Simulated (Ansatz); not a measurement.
YSiO in space group P4/nmm (No. 129; Y on 2c, Si on 2a, O on 2c) under volume change, the program Ansatz at the PBEsol level (PAW), shape and atoms relaxed at each volume.

| V (Å³/atom) | E − E(relaxed) (meV/atom) | P (GPa) |
|---|---|---|
| 13.554 | ? | ? |
| 14.001 | 24.6 | 9.35 |
| 14.448 | 5.8 | 4.29 |
| 14.895 | 0.0 | 0.00 |
| 15.342 | 5.2 | -3.64 |
| 15.789 | ? | ? |
| 16.235 | 42.1 | -9.25 |

Problem. Some entries are withheld; supply them.

Solution. 
- 15.789, E − E(relaxed) (meV/atom): 19.7
- 15.789, P (GPa): -6.69
- 13.554, E − E(relaxed) (meV/atom): 58.8
- 13.554, P (GPa): 15.31

Problem. What does a third-order Birch–Murnaghan fit give for V₀, B₀ and B′?

Solution. V₀ = 14.89 Å³/atom, B₀ = 131 GPa, B′ = 4.6.

The start of the workflow was typed in or built on a structure type; neither database checked (COD, Materials Project) lists it. Its standing as an ambient phase is unchecked. Symmetry was held in the PBEsol relaxation; its stability against distortions is not shown here. No spin polarisation was allowed.

Potentials: the earlier of the program's two PAW sets. The files were generated under PBE; for other functionals the program regenerates the frozen cores, and for LDA and PBEsol the local potential too.
